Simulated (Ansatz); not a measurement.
A generated cell, not matched to a known phase here, of Zn3P2: Ia-3 (No. 206), cI80, anti-bixbyite type; a = b = c = 11.344 Å, α = β = γ = 90.00°; P 8b (0.250, 0.250, 0.250); P 24d (0.000, 0.250, 0.491); Zn 48e (0.106, 0.359, 0.131). Level of theory: r2SCAN (plane waves to 500 eV, PAW, scalar-relativistic; Ansatz, a first-principles code). Element references, the lowest calculated here: P (Cmce), Zn (P6₃/mmc).

Total energies (eV/atom, σ → 0; comparable only within this code, potentials and settings):

```json
[
 {"phase": "Zn3P2 (Ia-3)", "E (eV/atom)": "-2299.319"},
 {"phase": "P (Cmce)", "E (eV/atom)": "-759.164"},
 {"phase": "Zn (P6₃/mmc)", "E (eV/atom)": "-3325.669"}
]
```

**Question.** What is the formation energy of this Ia-3 form of Zn3P2 from the elements?

**Answer.** E_f = -2299.319 − [3 × (-3325.669) + 2 × (-759.164)] / 5 = -0.25 eV/atom (-1.3 eV per formula unit).

A lower structure of this composition may exist.

Static energies, no anion corrections, no zero-point energy. Values are rounded to 0.01 eV/atom. Not shown to be the ambient phase of their composition (a lower form may be missing, and a cell relaxed within its start's symmetry can be a saddle point): Zn3P2 (Ia-3). The compounds carry no spin polarisation.
